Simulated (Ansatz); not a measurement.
SiC in the wurtzite structure, relaxed with r2SCAN: 6 runs in Ansatz, each a construction of maximally localised Wannier functions. It is hexagonal, P6_3mc (No. 186); a = 3.075 Å, c = 5.048 Å in the conventional setting, 10.34 Å³ an atom. Around Si lie 4 C at 1.88–1.90 Å; around C lie 4 Si at 1.88–1.90 Å. No spin polarisation and no zero-point or thermal motion.

```yaml
crystal:
  lattice:
    - [3.07536, 0.00000, 0.00000]
    - [-1.53768, 2.66334, 0.00000]
    - [0.00000, 0.00000, 5.04811]
  atoms:
    - { symbol: Si, position: [0.33333, 0.66667, 0.99959] }
    - { symbol: Si, position: [0.66667, 0.33333, 0.49959] }
    - { symbol: C, position: [0.33333, 0.66667, 0.37541] }
    - { symbol: C, position: [0.66667, 0.33333, 0.87541] }
```

Windows count from the top of the filled bands; a dash means that no such window was set (without an outer window there is no disentanglement).

| functional | SCF mesh | trial orbitals | functions | mesh | window (eV) | frozen (eV) | Ω total (Å²) | Ω invariant (Å²) | largest spread (Å²) | least projectability | interpolation miss of the model's filled bands (eV, to the nearest computed level) |
| --- | --- | --- | --- | --- | --- | --- | --- | --- | --- | --- | --- |
| PBE | 9×9×4 | C s, C p | 8 | 6×6×4 | – | – | 9.28 | 8.03 | 1.20 | 0.78 | 0.058 |
| PBE | 9×9×4 | C s, C p | 8 | 6×6×2 | – | – | 8.89 | 7.59 | 1.14 | 0.78 | 0.297 |
| PBE | 9×9×4 | C s, C p | 8 | 12×12×4 | – | – | 9.68 | 8.45 | 1.23 | 0.78 | 0.042 |
| PBE | 9×9×4 | C p | 6 | 6×6×4 | – | – | 11.97 | 11.39 | 2.05 | 0.51 | 0.067 |
| r2SCAN | 9×9×4 | C s, C p | 8 | 6×6×4 | – | – | 9.08 | 7.85 | 1.17 | 0.79 | 0.055 |
| HSE06 | 6×6×4 | C s, C p | 8 | 6×6×4 | – | – | 8.99 | 7.77 | 1.16 | 0.79 | – |

For C s, C p with PBE the spread goes 8.89 Å² (6×6×2), 9.28 Å² (6×6×4), 9.68 Å² (12×12×4): finite differences on a coarse mesh understate it.
